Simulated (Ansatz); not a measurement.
# Two inputs for BP with carbon replacing P

This input was run with Ansatz:

```yaml
crystal:
  lattice:
    - [0.0, 6.807, 6.807]
    - [6.807, 0.0, 6.807]
    - [6.807, 6.807, 0.0]
  atoms:
    - { symbol: B, position: [0.0, 0.0, 0.0] }
    - { symbol: B, position: [0.0, 0.0, 0.3333333333] }
    - { symbol: B, position: [0.0, 0.0, 0.6666666667] }
    - { symbol: B, position: [0.0, 0.3333333333, 0.0] }
    - { symbol: B, position: [0.0, 0.3333333333, 0.3333333333] }
    - { symbol: B, position: [0.0, 0.3333333333, 0.6666666667] }
    - { symbol: B, position: [0.0, 0.6666666667, 0.0] }
    - { symbol: B, position: [0.0, 0.6666666667, 0.3333333333] }
    - { symbol: B, position: [0.0, 0.6666666667, 0.6666666667] }
    - { symbol: B, position: [0.3333333333, 0.0, 0.0] }
    - { symbol: B, position: [0.3333333333, 0.0, 0.3333333333] }
    - { symbol: B, position: [0.3333333333, 0.0, 0.6666666667] }
    - { symbol: B, position: [0.3333333333, 0.3333333333, 0.0] }
    - { symbol: B, position: [0.3333333333, 0.3333333333, 0.3333333333] }
    - { symbol: B, position: [0.3333333333, 0.3333333333, 0.6666666667] }
    - { symbol: B, position: [0.3333333333, 0.6666666667, 0.0] }
    - { symbol: B, position: [0.3333333333, 0.6666666667, 0.3333333333] }
    - { symbol: B, position: [0.3333333333, 0.6666666667, 0.6666666667] }
    - { symbol: B, position: [0.6666666667, 0.0, 0.0] }
    - { symbol: B, position: [0.6666666667, 0.0, 0.3333333333] }
    - { symbol: B, position: [0.6666666667, 0.0, 0.6666666667] }
    - { symbol: B, position: [0.6666666667, 0.3333333333, 0.0] }
    - { symbol: B, position: [0.6666666667, 0.3333333333, 0.3333333333] }
    - { symbol: B, position: [0.6666666667, 0.3333333333, 0.6666666667] }
    - { symbol: B, position: [0.6666666667, 0.6666666667, 0.0] }
    - { symbol: B, position: [0.6666666667, 0.6666666667, 0.3333333333] }
    - { symbol: B, position: [0.6666666667, 0.6666666667, 0.6666666667] }
    - { symbol: C, position: [0.0833333333, 0.0833333333, 0.0833333333], spin: 1.0 }
    - { symbol: P, position: [0.0833333333, 0.0833333333, 0.4166666667] }
    - { symbol: P, position: [0.0833333333, 0.0833333333, 0.75] }
    - { symbol: P, position: [0.0833333333, 0.4166666667, 0.0833333333] }
    - { symbol: P, position: [0.0833333333, 0.4166666667, 0.4166666667] }
    - { symbol: P, position: [0.0833333333, 0.4166666667, 0.75] }
    - { symbol: P, position: [0.0833333333, 0.75, 0.0833333333] }
    - { symbol: P, position: [0.0833333333, 0.75, 0.4166666667] }
    - { symbol: P, position: [0.0833333333, 0.75, 0.75] }
    - { symbol: P, position: [0.4166666667, 0.0833333333, 0.0833333333] }
    - { symbol: P, position: [0.4166666667, 0.0833333333, 0.4166666667] }
    - { symbol: P, position: [0.4166666667, 0.0833333333, 0.75] }
    - { symbol: P, position: [0.4166666667, 0.4166666667, 0.0833333333] }
    - { symbol: P, position: [0.4166666667, 0.4166666667, 0.4166666667] }
    - { symbol: P, position: [0.4166666667, 0.4166666667, 0.75] }
    - { symbol: P, position: [0.4166666667, 0.75, 0.0833333333] }
    - { symbol: P, position: [0.4166666667, 0.75, 0.4166666667] }
    - { symbol: P, position: [0.4166666667, 0.75, 0.75] }
    - { symbol: P, position: [0.75, 0.0833333333, 0.0833333333] }
    - { symbol: P, position: [0.75, 0.0833333333, 0.4166666667] }
    - { symbol: P, position: [0.75, 0.0833333333, 0.75] }
    - { symbol: P, position: [0.75, 0.4166666667, 0.0833333333] }
    - { symbol: P, position: [0.75, 0.4166666667, 0.4166666667] }
    - { symbol: P, position: [0.75, 0.4166666667, 0.75] }
    - { symbol: P, position: [0.75, 0.75, 0.0833333333] }
    - { symbol: P, position: [0.75, 0.75, 0.4166666667] }
    - { symbol: P, position: [0.75, 0.75, 0.75] }
magnetization:
  spin_polarized: true
kpoints:
  mp_grid: { grid: [3, 3, 3] }
scf:
  occupations: { method: fermi_dirac, width: 0.01 }
hamiltonian:
  xc: pbe
  pseudopotentials: { kind: paw }
output:
  forces: true
  stress: true
  populations: true
  efg: { quadrupole_moments_barn: { B: 0.04059 }, contact_densities: true }
total_charge: 1
```

```sh
ansatz run input.yaml --threads 1 --pin off --max-ram 3072MiB --backend cpu --events-out ev --progress --plain --runs-dir out
```

It converged. Of its output the block on the nuclei alone is shown, without the SCF iterations, energies, forces and stress (one atom of each set):

```
--- PAW observables at the nuclei: V_zz in 10²¹ V/m², potentials from the cell's mean, atoms counted from 1 ---
  atom   1  B  V_zz =    +0.272500   η = 0.0000   by run symmetry: allowed   C_q = +0.2674 MHz
            electrostatic potential = -325.574194 V   contact ρ = 486.252154 e/Å³   contact ρ_s (e/Å³): all electrons +0.000002, valence +0.000003
  atom   3  B  V_zz =    +0.021676   η = 0.0186   by run symmetry: allowed   C_q = +0.0213 MHz
            electrostatic potential = -325.755691 V   contact ρ = 486.212653 e/Å³   contact ρ_s (e/Å³): all electrons +0.000001, valence +0.000001
  atom   5  B  V_zz =    +0.024767   η = 0.0807   by run symmetry: allowed   C_q = +0.0243 MHz
            electrostatic potential = -325.764944 V   contact ρ = 486.177928 e/Å³   contact ρ_s (e/Å³): all electrons +0.000001, valence +0.000001
  atom  14  B  V_zz =    -0.000000   η = 0.0000   by run symmetry: forbidden   C_q = -0.0000 MHz
            electrostatic potential = -325.733068 V   contact ρ = 486.165219 e/Å³   contact ρ_s (e/Å³): all electrons +0.000001, valence +0.000001
  atom  18  B  V_zz =    +0.011779   η = 0.0000   by run symmetry: allowed   C_q = +0.0116 MHz
            electrostatic potential = -325.729108 V   contact ρ = 486.163828 e/Å³   contact ρ_s (e/Å³): all electrons +0.000000, valence +0.000001
  atom  28  C  V_zz =    -0.000000   η = 0.0000   by run symmetry: forbidden
            electrostatic potential = -415.399362 V   contact ρ = 869.286962 e/Å³   contact ρ_s (e/Å³): all electrons +0.000005, valence +0.000007
  atom  29  P  V_zz =    -0.724779   η = 0.3083   by run symmetry: allowed
            electrostatic potential = -1495.262554 V   contact ρ = 16016.223600 e/Å³   contact ρ_s (e/Å³): all electrons -0.000010, valence -0.000009
  atom  32  P  V_zz =    +0.065406   η = 0.0000   by run symmetry: allowed
            electrostatic potential = -1495.172384 V   contact ρ = 16016.185761 e/Å³   contact ρ_s (e/Å³): all electrons -0.000005, valence -0.000005
  atom  36  P  V_zz =    -0.010944   η = 0.0000   by run symmetry: allowed
            electrostatic potential = -1495.168944 V   contact ρ = 16016.104832 e/Å³   contact ρ_s (e/Å³): all electrons -0.000006, valence -0.000006
  atom  42  P  V_zz =    +0.067131   η = 0.2735   by run symmetry: allowed
            electrostatic potential = -1495.174219 V   contact ρ = 16016.079860 e/Å³   contact ρ_s (e/Å³): all electrons -0.000005, valence -0.000005
```

**Question.** Can these gradients be trusted, and how do they compare with a run on standard settings?

**Answer.** Only as results of these settings. Against the standard input the change is `total_charge`: not typed → 1. A site carries the number of its first atom; V_zz in 10²¹ V/m².

| site | atom | V_zz standard | η standard | V_zz here | η here |
| --- | --- | --- | --- | --- | --- |
| B1 | 1 | 0.17 | 0.00 | 0.27 | 0.00 |
| B3 | 3 | 0.051 | 0.92 | 0.022 | 0.02 |
| B5 | 5 | 0.037 | 0.45 | 0.025 | 0.08 |
| C | 28 | 0.00 | – | 0.00 | – |
| P29 | 29 | -0.97 | 0.10 | -0.72 | 0.31 |
| P32 | 32 | 0.14 | 0.00 | 0.065 | 0.00 |
| P36 | 36 | 0.089 | 0.00 | -0.011 | 0.00 |
| P42 | 42 | 0.12 | 0.49 | 0.067 | 0.27 |

The largest change of V_zz is on P29, from -0.97 to -0.72. Where |V_zz| stays above 0.1, η moves most on P29, from 0.10 to 0.31. Other sites with |V_zz| of 0.02 or less aren't listed. The changed cell holds a charge of +1 on a uniform background, so it isn't the same centre. The absolute magnetisation of the cell goes from 0.6 to 0.0 μB. SCF iterations: 17 and 17. New warnings: seeded moment not kept.

On the reference run: The defect repeats with the cell of 54 atoms, so it feels its images: sites between two images don't show the values beside a lone defect, and zeros or small values of η there can come from the images' arrangement. The defect cell has no gap above 0.1 eV on its mesh, so the values can hang on the smearing and the k-mesh. The run lost most of its start moments on C; a state with other moments may lie lower. The neighbours have not yet relaxed around the defect (largest force 2.5 eV/Å), so a real crystal will differ.
